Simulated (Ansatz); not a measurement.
A geometry of TiC away from equilibrium: step 3 of the relaxation of a relaxed TiC cell displaced along its unstable phonon at q = Γ (244i cm⁻¹), largest move 0.15 Å. Computed with PBE (plane waves to 420 eV, PAW, scalar-relativistic; Ansatz, an electronic-structure program). Γ-centred k-mesh 7×7×11 on the run's cell (coarser than for final values), Fermi–Dirac smearing 0.05 eV.

```yaml
crystal:
  lattice:
    - [5.34845, 0.00000, 0.00000]
    - [-2.67423, 4.67224, 0.00000]
    - [0.00000, 0.00000, 2.95429]
  atoms:
    - { symbol: Ti, position: [0.49836, 0.99671, 0.00000] }
    - { symbol: Ti, position: [0.48492, 0.48318, 0.00000] }
    - { symbol: Ti, position: [0.99826, 0.48318, 0.00000] }
    - { symbol: C, position: [0.03178, 0.06357, 0.00000] }
    - { symbol: C, position: [0.33556, 0.67112, 0.50000] }
    - { symbol: C, position: [0.66777, 0.33554, 0.50000] }
```

What forces act on the atoms (eV/Å)?


| atom | Fx | Fy | Fz |
|---|---|---|---|
| Ti1 | 0.00 | -0.15 | 0.00 |
| Ti2 | -0.20 | -0.54 | 0.00 |
| Ti3 | 0.20 | -0.54 | 0.00 |
| C4 | 0.00 | 0.59 | 0.00 |
| C5 | 0.00 | 0.38 | 0.00 |
| C6 | 0.00 | 0.26 | 0.00 |

What is the pressure?

+0.1 GPa, compression positive.

No spin polarisation in the result.

The run could not lose the symmetry of its start, so the end can be a saddle point.

The end of the path is a generated cell of TiC: the first start was made by placing the elements on the sites of a structure type, and the end was not matched to a known phase here, so it may be hypothetical. Known forms of TiC include space group No. 225.
